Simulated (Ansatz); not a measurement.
**Kick test of a cell of ZrInTe3**

The structure comes from a proposed guess, relaxed at this level; another structure or a mixture of phases may lie lower.

Level of theory: Ansatz 0.2.0, DFT PBE, scalar-relativistic, plane waves, PAW. Plane waves to 420 eV, a k mesh through Γ of 6×6×6 on the computed 10-atom cell and Gaussian smearing (0.02 eV); no spin polarisation.

The cell below (10 atoms, space group R-3 (No. 148)) is relaxed within its symmetry.

```cif
data_structure
_symmetry_space_group_name_H-M 'P 1'
_symmetry_Int_Tables_number 1
_cell_length_a 8.3031
_cell_length_b 8.3031
_cell_length_c 8.3031
_cell_angle_alpha 53.544
_cell_angle_beta 53.544
_cell_angle_gamma 53.544
_cell_volume 343.64
loop_
_atom_site_label
_atom_site_type_symbol
_atom_site_fract_x
_atom_site_fract_y
_atom_site_fract_z
_atom_site_occupancy
Zr1 Zr 0.33477 0.33477 0.33477 1
Zr2 Zr 0.66523 0.66523 0.66523 1
In1 In 0.93341 0.93341 0.93341 1
In2 In 0.06659 0.06659 0.06659 1
Te1 Te 0.91751 0.29534 0.53325 1
Te2 Te 0.29534 0.53325 0.91751 1
Te3 Te 0.53325 0.91751 0.29534 1
Te4 Te 0.70466 0.46675 0.08249 1
Te5 Te 0.08249 0.70466 0.46675 1
Te6 Te 0.46675 0.08249 0.70466 1
```

For the test it was strained at random (σ = 1.5 % a component), the atoms were moved at random (σ = 0.10 Å), and all was relaxed again on a coarse 3×3×3 mesh (in the run’s order of axes) with 0.10 eV smearing, with no symmetry imposed.

Weakly bound directions are ill-defined at this level, which has no dispersion term. Spin–orbit coupling, which can matter for Te, is left out.

**Question.** Does it come back?

**Answer.** It returns, within 1 meV/atom of the unmoved cell on that mesh and with the same symmetry when read at 0.1 Å (P-1 at 0.01 Å, so small strains and shifts remain). No instability shows in this cell; modes of other wave vectors, which need another repeat, aren't tested.
